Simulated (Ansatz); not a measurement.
Start of a relaxation of Ti₂SnTe₃:

```xyz
6
Lattice="4.6046 0.0000 0.0000 -2.3023 3.9877 0.0000 0.0000 0.0000 9.1478" Properties=species:S:1:pos:R:3 pbc="T T T"
Ti    0.0000    0.0000    2.2419
Ti    0.0000    0.0000    6.9060
Sn    0.0000    2.6585    0.0000
Te    0.0000    2.6585    4.5739
Te    2.3023    1.3292    0.0000
Te    2.3023    1.3292    4.5739
```

Method: DFT PBE, scalar-relativistic, plane waves, PAW in Ansatz. Cutoff 420 eV, Gaussian smearing, Γ-centred meshes. Cell and atoms relax first on a coarse mesh and then on a finer one. In between, the cell is made exact in the group found at 0.06 Å. In metals the finer mesh still leaves noise of several meV/atom or more. The steps can't lower the symmetry of their start. No spin polarisation in the relaxation; trial moments died out in a coarse test.

A guess keeps its type if space group and coordination stay and the shape of the cell changes little (axis ratios within about 15 %, angles within 6°); the volume may change.

Q: Will the relaxed cell still be of the starting type?

A: It doesn't keep its type. The symmetry stays P-6m2 (No. 187). The volume per atom shrinks by 10.1 %, from 28.0 to 25.2 Å³. The shortest distance goes from 2.66 Å (Sn–Te and Te–Te) to 2.61 Å (Ti–Ti). The ratio c/a of the conventional cell changes by a factor of 0.58. Counting neighbours within 15 % of an atom's shortest distance, the start has Sn 3, Te 3, Ti 12 and the end Sn 11, Te 5/11, Ti 1. In detail, at the end Ti is surrounded by 1 Ti at 2.61 Å, 3 Sn at 3.34 Å, 3 Te at 3.34 Å, 1 Ti at 3.52 Å and 6 Te at 3.55 Å; around Sn lie 5 Te at 3.06–3.08 Å and 6 Ti at 3.34 Å; Te on its first site is surrounded by 2 Sn at 3.06 Å, 3 Te at 3.08 Å and 6 Ti at 3.55 Å; 2 more sites not described.

```
CELL_PARAMETERS angstrom
5.33391 0.00000 0.00000
-2.66696 4.61930 0.00000
0.00000 0.00000 6.12955
ATOMIC_POSITIONS crystal
Ti 0.00000 0.00000 0.21264
Ti 0.00000 0.00000 0.78736
Sn 0.33333 0.66667 0.00000
Te 0.33333 0.66667 0.50000
Te 0.66667 0.33333 0.00000
Te 0.66667 0.33333 0.50000
```

Energies over the elements count from the elements' standard structures at the same level, with no fitted energy shifts. The references include grey tin.

Q: At what energy does it end?

A: +0.32 eV/atom. It can't be a ground state, since the elements alone are lower.

The last run used a 12×12×6 mesh (in the run's order of axes) for its 6-atom cell and Gaussian smearing of 0.10 eV. Spin–orbit coupling, which can matter for Te, is left out. The reference form of Te is held partly by dispersion forces, which this level lacks. Symmetry constrained the relaxation, so the result can be a saddle point. Another cell of Ti2SnTe3 relaxed alike, in I4/mmm, lies 0.64 eV/atom lower, so this cell isn't the stable form at this level.

In counts of neighbours, a slash parts the counts of unlike sites.
